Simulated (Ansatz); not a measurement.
ScAl3:
```yaml
crystal:
  lattice:
    - [-2.00321, 2.00321, 4.37703]
    - [2.00321, -2.00321, 4.37703]
    - [2.00321, 2.00321, -4.37703]
  atoms:
    - { symbol: Al, position: [0.50000, 0.50000, 0.00000] }
    - { symbol: Al, position: [0.75000, 0.25000, 0.50000] }
    - { symbol: Al, position: [0.25000, 0.75000, 0.50000] }
    - { symbol: Sc, position: [0.00000, 0.00000, 0.00000] }
```

Relaxed with r²SCAN. Special points in fractions of this cell's reciprocal vectors: Γ (0.000, 0.000, 0.000); X (0.000, 0.000, 0.500); P (0.250, 0.250, 0.250); N (0.000, 0.500, 0.000); M (0.500, 0.500, -0.500); S (0.302, 0.698, -0.302); S0 (-0.302, 0.302, 0.302); R (-0.105, 0.105, 0.500); G (0.500, 0.500, -0.105).

Q: List the band energies nearest the Fermi level at these points for the program Ansatz at the r²SCAN level (PAW).

A: In eV from the Fermi level; about four levels below and three above (degenerate sets whole), none deeper than 8.9 eV; points with the same levels are listed once.

```json
[
 {"k": "Γ", "below": "-2.48 -1.13 -1.13 -0.99", "above": "1.60 1.60 1.86"},
 {"k": "X", "below": "-3.80 -2.74 -1.98 -0.53", "above": "2.82 2.90 3.24"},
 {"k": "P", "below": "-4.27 -1.69 -1.69 -0.97", "above": "1.21 2.89 3.30"},
 {"k": "N", "below": "-7.00 -3.44 -2.94 -0.79", "above": "0.41 1.25 1.88"},
 {"k": "M", "below": "-7.51 -1.85 -1.15 -1.15", "above": "0.23 1.63 1.63"},
 {"k": "S", "below": "-5.52 -0.88 -0.31 -0.18", "above": "1.25 2.42 2.46"},
 {"k": "R", "below": "-3.60 -2.17 -1.06 -0.37", "above": "2.64 2.64 3.02"}
]
```

Space group I4/mmm. The cell is a constructed one: a structure type filled with these elements; the Crystallography Open Database copy checked does not list it. Its standing as an ambient phase is unchecked. The cell was relaxed with r²SCAN under the symmetry of its start; whether a distortion lowers the energy is not shown. No spin polarisation was allowed.

Potentials: the later of the program's two PAW sets.
